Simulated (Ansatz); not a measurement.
Cs₂Se (anti-fluorite, Fm-3m), the program Ansatz at the LDA level (PAW): ε∞ = 3.88, cell volume 134.11 Å³. Infrared-active transverse modes:

| ω_TO (cm⁻¹) | oscillator strength S_xx (e²/amu) |
|---|---|
| 100.2 | 0.07156 |

Compute the static dielectric constant.

Each mode adds (4.921e7/V) S/ω²: 2.62. So ε0 = 6.50.

What LO frequency does the Lyddane–Sachs–Teller relation give?

ω_LO = ω_TO √(ε0/ε∞) = 130 cm⁻¹.

The workflow started from a Materials Project entry (that database holds measured and hypothetical structures alike); the Crystallography Open Database copy checked does not list it. Whether it is the stable phase at ambient conditions was not checked. The cell was relaxed with LDA under the symmetry of its start; phonons on a q-mesh show no instability. Spin–orbit coupling is left out wherever it is not named.

Potentials: the later of the program's two PAW sets.
